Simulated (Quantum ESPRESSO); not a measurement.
# Kohn-Sham bands of Mg2Ge (anti-fluorite)

```
Mg2Ge
1.0
    0.00000     3.18430     3.18430
    3.18430     0.00000     3.18430
    3.18430     3.18430     0.00000
Mg Ge
2 1
Direct
  0.75000   0.75000   0.75000
  0.25000   0.25000   0.25000
  0.00000   0.00000   0.00000
```

Cell from Materials Project (mp-408), symmetrised, no further relaxation. COD (Crystallography Open Database) has an entry of this formula and space group (matched by these alone). Computed values, not measurements, from LDA: Quantum ESPRESSO (norm-conserving PseudoDojo potentials, cutoff 68 Ry, no spin polarisation, no spin-orbit coupling) on a Γ-centred 8×8×8 mesh, then Wannier90. Density: 8×8×8 mesh, cold smearing 0.01 Ry. Spin-orbit coupling, left out, would split the p-like bands by a few tenths of an eV. The gap is small at this level and was sampled on the meshes and a path alone.

Energies are relative to the valence-band maximum; weights are on the orthonormalised atomic waves of the pseudopotential files, averaged over the group. 34 electrons a cell are treated as valence.

Q: Into which isolated groups do the bands fall, where do they lie and what are they made of?

A: 
```
bands  from (eV)  to (eV)  filling  weight on atomic waves
-----  ---------  -------  -------  ----------------------
1–2       -75.50   -75.50   filled              Mg 2s 99 %
3–8       -42.92   -42.89   filled             Mg 2p 100 %
9–13      -23.81   -23.79   filled             Ge 3d 100 %
14         -9.82    -8.11   filled  Ge 4s 74 %, Mg 3s 23 %
15–17      -4.88     0.00   filled  Ge 4p 75 %, Mg 3s 16 %
```

The Kohn-Sham gap over both meshes and the path is 0.13 eV.
